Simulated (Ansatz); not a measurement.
## What a trial cell of K3TaO3 relaxes into

Level of theory: Ansatz, DFT PBE, scalar-relativistic, plane waves, PAW. Cutoff 420 eV, Gaussian smearing, Γ-centred meshes. Cell and atoms relax first on a coarse mesh, the cell is then made exact in the group found at 0.06 to 0.08 Å, and last on a converged mesh; the steps can't lower the symmetry of their start. No spin polarisation.

The guess for K3TaO3 was proposed by analogy with related compounds (P6_3/m, No. 176). Its size is a guess.

```cif
data_structure
_symmetry_space_group_name_H-M 'P6_3/m'
_symmetry_Int_Tables_number 176
_cell_length_a 7.8500
_cell_length_b 7.8500
_cell_length_c 5.4500
_cell_angle_alpha 90.000
_cell_angle_beta 90.000
_cell_angle_gamma 120.000
_cell_volume 290.85
loop_
_atom_site_label
_atom_site_type_symbol
_atom_site_symmetry_multiplicity
_atom_site_Wyckoff_symbol
_atom_site_fract_x
_atom_site_fract_y
_atom_site_fract_z
_atom_site_occupancy
K1 K 6 h 0.64140 0.73200 0.75000 1
Ta1 Ta 2 c 0.66667 0.33333 0.75000 1
O1 O 6 h 0.41000 0.31800 0.75000 1
```

The zero of energy is the elements' standard structures at the same level (O₂ as a molecule); no fitted shifts are applied.

**Question.** Where does the relaxation end?

**Answer.** The symmetry goes from P6_3/m (No. 176) to P6_3/mmc (No. 194). The volume per atom grows by 18.6 %, from 20.8 to 24.6 Å³. The shortest distance goes from 1.96 Å (Ta–O) to 1.87 Å (Ta–O). Conventional cell: a = 8.219 Å, c = 5.897 Å. K has 2 O at 2.71 Å, 2 O at 2.97 Å and 2 Ta at 3.71 Å; around Ta lie 3 O at 1.87 Å and 6 K at 3.71 Å; O is surrounded by 1 Ta at 1.87 Å, 2 K at 2.71 Å and 2 K at 2.97 Å.

```
K Ta O
1.0
     8.21899    0.00000    0.00000
    -4.10949    7.11785    0.00000
     0.00000    0.00000    5.89750
K Ta O
6 2 6
Direct
  0.64865 0.82432 0.75000
  0.17568 0.35135 0.75000
  0.17568 0.82432 0.75000
  0.82432 0.64865 0.25000
  0.82432 0.17568 0.25000
  0.35135 0.17568 0.25000
  0.66667 0.33333 0.75000
  0.33333 0.66667 0.25000
  0.40426 0.20213 0.75000
  0.79787 0.20213 0.75000
  0.79787 0.59574 0.75000
  0.20213 0.40426 0.25000
  0.59574 0.79787 0.25000
  0.20213 0.79787 0.25000
```

**Question.** How does it come out in energy, and is it a metal?

**Answer.**

| Item | Value |
| --- | --- |
| Energy over the elements | −1.839 eV/atom |
| Gap on the 6×6×6 mesh of the 14-atom cell | 1.57 eV |

The last run used Gaussian smearing of 0.02 eV. Spin–orbit coupling, which can matter for Ta, is left out. Kohn–Sham gaps at this level usually fall short of measured ones. Symmetry constrained the relaxation, so the result can be a saddle point. Another cell of the same search, in P2_1/m, lies 15 meV/atom lower, so this cell isn't the stable form at this level.
